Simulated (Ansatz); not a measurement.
LiH with iodine replacing H: gradients before and after relaxing the atoms

Start: a supercell of LiH (rock salt type, Fm-3m) built from a Materials Project structure (computed, not necessarily an observed phase), with all atoms left at the host's positions.

```cif
data_Li27H26I
_symmetry_space_group_name_H-M 'Fm-3m'
_symmetry_Int_Tables_number 225
_cell_length_a 12.0517
_cell_length_b 12.0517
_cell_length_c 12.0517
_cell_angle_alpha 90.000
_cell_angle_beta 90.000
_cell_angle_gamma 90.000
loop_
_atom_site_label
_atom_site_type_symbol
_atom_site_symmetry_multiplicity
_atom_site_Wyckoff_symbol
_atom_site_fract_x
_atom_site_fract_y
_atom_site_fract_z
Li1 Li 32 f 0.3333 0.8333 0.8333
Li2 Li 24 e 0.5000 0.0000 0.8333
Li6 Li 48 h 0.8333 0.1667 0.0000
Li27 Li 4 a 0.0000 0.5000 0.5000
I I 4 b 0.5000 0.0000 0.0000
H29 H 48 i 0.6667 0.1667 0.0000
H32 H 32 f 0.8333 0.1667 0.1667
H42 H 24 e 0.0000 0.5000 0.3333
```

One atom of each set is listed; the run and its k-mesh use a cell of 54 atoms with edges of 8.52, 8.52, 8.52 Å.

Method: Kohn–Sham DFT in Ansatz, PBE, plane waves and PAW, scalar-relativistic, 420 eV cutoff, Γ-centred 3×3×3 k-points, Fermi–Dirac smearing 0.01 eV.

The largest force at the start is 5.2 eV/Å. Relaxing the ions at fixed cell moves them by 0.385 Å at most (atom 5, Li) and 0.145 Å rms.

| site | moved (Å) | first shell before | first shell after | V_zz before (10²¹ V/m²) | η before |
| --- | --- | --- | --- | --- | --- |
| Li1 | 0.011 | 6 H at 2.01 Å | 6 H at 2.01–2.02 Å | 0.008 | 0.00 |
| Li2 | 0.385 | 5 H at 2.01 Å, 1 I at 2.01 Å | 5 H at 1.73–2.12 Å, 1 I at 2.39 Å; also 4 Li at 2.58 Å | 0.21 | 0.00 |
| Li6 | 0.014 | 6 H at 2.01 Å | 6 H at 1.91–2.02 Å | -0.010 | 0.16 |
| I | 0.000 | 6 Li at 2.01 Å | 6 Li at 2.39 Å | 0.00 | – |
| H29 | 0.122 | 6 Li at 2.01 Å | 6 Li at 1.91–2.12 Å | -0.013 | 0.67 |
| H42 | 0.109 | 6 Li at 2.01 Å | 6 Li at 1.73–2.02 Å | <0.005 | – |

Task: What are V_zz and η after the relaxation?

Result: 

```csv
site,V_zz after,η after,change of V_zz
Li1,0.035,0.00,+0.03
Li2,-0.10,0.00,-0.31
Li6,0.056,0.95,–
I,0.00,–,0.00
H29,0.063,0.66,+0.08
H42,0.24,0.00,+0.24
```

The largest change of V_zz along a kept axis is on Li2, from 0.21 to -0.10. V_zz changes sign on Li2 (same axis). On Li6 the largest principal value lies along another axis in the second run, so the two V_zz can't be compared directly. Other sites with |V_zz| of 0.02 or less aren't listed.

The defect repeats with the cell of 54 atoms, so it feels its images: sites between two images don't show the values beside a lone defect, and zeros or small values of η there can come from the images' arrangement. Without spin–orbit coupling the gradients at and beside I can be off by some per cent, at some sites by more. With these PAW files V_zz is typically within 2 to 3 % of all-electron values, but misses above 10 % occur on Li.
Before: The cell keeps the host's lattice, where the PBE pressure is 9 GPa. The neighbours have not yet relaxed around the defect (largest force 5.2 eV/Å), so the values at and beside it are those of a strained start, not of the defect in a real crystal.
After: The relaxation keeps the site symmetry m-3m of the start, so the impurity can't leave its site; a start off the site could end lower.
